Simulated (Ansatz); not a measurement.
Method: DFT PBE, scalar-relativistic, plane waves, PAW in Ansatz. All cells share a 420 eV cutoff and Γ-centred k meshes spaced at most about 0.3 Å⁻¹ (about 0.25 or finer for metals, 2π included). Collinear spin in cells that started with moments and kept them past the coarse steps, no spin elsewhere.

These are static total energies at zero pressure.

Compare these two cells of Sr2V, each relaxed at this level.

A. (site moments V 3.2 μB)

```
CELL_PARAMETERS angstrom
5.95592 0.00000 0.00000
-2.97796 5.15798 0.00000
0.00000 0.00000 3.44830
ATOMIC_POSITIONS crystal
Sr 0.33333 0.66667 0.50000
Sr 0.66667 0.33333 0.50000
V 0.00000 0.00000 0.00000
```

B. (site moments V 3.2 μB)

```
CELL_PARAMETERS angstrom
3.97118 0.00000 0.00000
-1.98559 3.43915 0.00000
0.00000 0.00000 8.61480
ATOMIC_POSITIONS crystal
Sr 0.33333 0.66667 0.21525
Sr 0.66667 0.33333 0.78475
V 0.00000 0.00000 0.50000
```

Question: Which would you expect to be lower, and how large is the difference?

Answer: B is lower, by 72 meV/atom. A has space group P6/mmm (No. 191), 35.3 Å³/atom and no gap on its mesh; B has Sr and V ordered on fcc sites, space group P-3m1 (No. 164), 39.2 Å³/atom and no gap. Counting all near atoms (those within 1.25 times the shortest distance at each site; a plus sign parts nearer from farther groups), A has Sr 5+6, V 2+12 and B has Sr 3+6, V 6+6. The lower one is the more open, so pressure narrows the difference. Even the lower one lies +0.82 eV/atom against the reference forms of the elements (uncorrected), so neither is stable at this level. Both come from invented guesses. A third cell relaxed alike, in P4/mmm, lies 76 meV/atom below the lower of the two.

Another magnetic order may lie lower. Cells relaxed within their symmetry can be saddle points.
